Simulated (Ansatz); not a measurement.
## Surface calculation: fcc Pd (100), 3 layers

The slab is cut from the fcc crystal, the stable phase, as relaxed on PAW files (15.34 Å³/atom), with 16 Å of vacuum and a dipole correction:

```yaml
crystal:
  lattice:
    - [2.78887, 0.00000, 0.00000]
    - [0.00000, 2.78887, 0.00000]
    - [0.00000, 0.00000, 19.94410]
  atoms:
    - { symbol: Pd, position: [0.00000, 0.00000, 0.40112] }
    - { symbol: Pd, position: [0.50000, 0.50000, 0.50000] }
    - { symbol: Pd, position: [0.00000, 0.00000, 0.59888] }
```

Computed with Ansatz 0.2.0; functional PBE, scalar-relativistic. Settings: a Γ-centred 12×12×1 k mesh, Fermi–Dirac smearing of 0.05 eV, no spin polarisation. Methods: LAPW: all electrons, basis error target 1 meV/atom; PAW: frozen-core files, cutoff 420 eV.

The bulk energy comes from a cell in the slab's orientation on a 12×12×8 mesh. The surface energy is (E(slab) − N·E(bulk))/2A at zero smearing, the mean of both faces; thin slabs carry quantum-size effects.

**Question.** As cut, the LAPW slab lies 1.509 eV above 3 atoms of bulk. What surface energy is that?

**Answer.** Over two faces of 7.78 Å² it is 97.0 meV/Å², and times 16.02 J/m² per eV/Å² that gives γ = 1.554 J/m².

**Question.** What do relaxation and the other method give, and what work function comes out?

**Answer.** 

```json
{"method": "LAPW", "γ as cut (J/m²)": "1.554", "γ relaxed (J/m²)": "1.548", "Φ as cut (eV)": "5.11", "Φ relaxed (eV)": "5.10"}
{"method": "PAW", "γ as cut (J/m²)": "1.551", "γ relaxed (J/m²)": "1.545", "Φ as cut (eV)": "5.10", "Φ relaxed (eV)": "5.10"}
```

**Question.** How do the spacings between the planes relax?

**Answer.** From the bottom face up: d12 -1.7 % of 1.972 Å, d23 -1.7 % of 1.972 Å.

**Question.** What changes if the images along the normal are cut off in place of the dipole correction?

**Answer.** LAPW then gives: no gap, work function 5.10 eV; PAW: no gap, work function 5.10 eV.

**Question.** What changes if the vacuum is set to 11 Å?

**Answer.** LAPW then gives: no gap, work function 5.10 eV; PAW: no gap, work function 5.10 eV. The program warns that the vacuum is too thin.
